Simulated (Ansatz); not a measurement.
# What DFT gives for ZrVSi

```yaml
crystal:
  lattice:
    - [3.72479, 0.00000, 0.00000]
    - [0.00000, 3.72479, 0.00000]
    - [0.00000, 0.00000, 7.27015]
  atoms:
    - { symbol: V, position: [0.00000, 0.00000, 0.00000] }
    - { symbol: V, position: [0.50000, 0.50000, 0.00000] }
    - { symbol: Zr, position: [0.50000, 0.00000, 0.64000] }
    - { symbol: Zr, position: [0.00000, 0.50000, 0.36000] }
    - { symbol: Si, position: [0.50000, 0.00000, 0.25500] }
    - { symbol: Si, position: [0.00000, 0.50000, 0.74500] }
```

Method: r2SCAN, no spin polarisation; PAW, plane waves to 500 eV, 9×9×5 Γ-centred mesh, gaussian occupations (width 0.0954 eV) (Ansatz 0.2.0), atoms fixed.

(1) Which atom feels the largest force, and which way?

(2) Metal or insulator?

(3) Is the cell too large or too small?

(4) Give the Bader charges.

(5) Describe some of the short contacts.

(6) Is it stable against the elements?

Origin: a database entry at a rescaled volume. Caveats: no spin polarisation, so a magnetic state may lie lower.

Results:

(1) The largest is on Si5 (and as large on other atoms): 0.95 eV/Å, components (0.00, 0.00, -0.95). It makes 45° with the line to a nearest neighbour, V1 at 2.63 Å, pointing towards it.

(2) It is a metal, with about 3 states/eV a cell as the mean within 0.25 eV of the Fermi level, mostly V d (56 %) and Zr d (35 %).

(3) The pressure is -5.1 GPa (compression positive), so with the atoms held at these fractions the cell would first shrink; the forces are large, so a full relaxation may end otherwise. The principal stresses -5.5, -5.5, -4.2 GPa differ, so its shape would change too.

(4) Bader charges in e: Zr +1.34, V +0.52, Si -1.86. In the mean Zr gives up most and Si takes most.

(5) V–V at 2.63 Å: least valence density 0.31 e/Å³ and ELF 0.34 there. Zr–V at 3.21 Å: least valence density 0.17 e/Å³ and ELF 0.28 there. V–Si at 2.63 Å is left out, since its least density falls inside a PAW sphere. Zr–Si at 2.74 Å is left out, since its least density falls inside a PAW sphere. Both are smooth PAW fields, read partly inside the augmentation spheres.

(6) -0.79 eV an atom against the elements' usual phases (free molecules for gases, crystals otherwise, with no correction for O₂ or N₂), so it is bound against them; other compounds may still compete. Relaxing would lower it.
